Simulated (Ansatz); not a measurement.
CdS2:
```xyz
12
Lattice="6.3467 0.0000 0.0000 0.0000 6.3467 0.0000 0.0000 0.0000 6.3467" Properties=species:S:1:pos:R:3 pbc="T T T"
Cd     3.1733     3.1733     0.0000
Cd     0.0000     3.1733     3.1733
Cd     0.0000     0.0000     0.0000
Cd     3.1733     0.0000     3.1733
S      0.6008     5.7459     2.5726
S      5.7459     0.6008     3.7741
S      2.5726     0.6008     5.7459
S      3.7741     5.7459     0.6008
S      3.7741     3.7741     3.7741
S      2.5726     2.5726     2.5726
S      5.7459     2.5726     0.6008
S      0.6008     3.7741     5.7459
```

Relaxed with r²SCAN.

Task: Map the valence electron density (e/Å³), cut off at 0.9 on the plane through (0.500, 0.500, 0.000) spanned by u = [1, 0, 0] and v = [0, 1, 1] in lattice vectors, from r²SCAN (plane waves, PAW; program Ansatz).

Result: x is the fraction of u, y of v (the angle between them is 90°; rows are the nearest grid lines); atoms in the plane: Cd at (0.00, 0.00), Cd at (0.00, 0.50), S at (0.59, 0.41), S at (0.41, 0.59).
```
|999996322356789999987653223699999|
|999993212234566777665432212499999|
|999942111223344444443322111249999|
|332110000001111111111100000111233|
|110000000000000000000000000011111|
|100000000000000000000000000011111|
|100000000000111110000000000011111|
|100000001123556542110000000011111|
|111000123589999996321000000011111|
|996422236999303998521000000124699|
|999953246999524998531100001249999|
|999995334689999999754322112599999|
|999995211223457999999986433599999|
|999942100001135899425999642359999|
|996421000000125899303999632224699|
|111110000000123699999985321000111|
|111110000000011245655321100000001|
|111110000000000011111000000000001|
|111110000000000000000000000000001|
|111110000000000000000000000000011|
|332111000001111111111100000011233|
|999942111223344444443322111249999|
|999994212234566777665432212399999|
|999996322356789999987653223699999|
```
Scale: ten equal steps from 0.000 (start of '0') to 0.900 (end of '9'), in the order '0123456789'; x runs from 0.000 to 1.00, y from 0.000 (bottom) to 1.00 (top).

The density is the valence pseudo-density with augmentation charge, so density and ELF within about 1 Å of a nucleus are not all-electron values.

Space group Pa-3. The workflow started from a Materials Project entry (that database holds measured and hypothetical structures alike); the Crystallography Open Database copy checked does not list it. Whether it is the stable phase at ambient conditions was not checked. The r²SCAN relaxation kept the symmetry of its start; whether a distortion lowers the energy is not shown.

Potentials: the later of the program's two PAW sets.
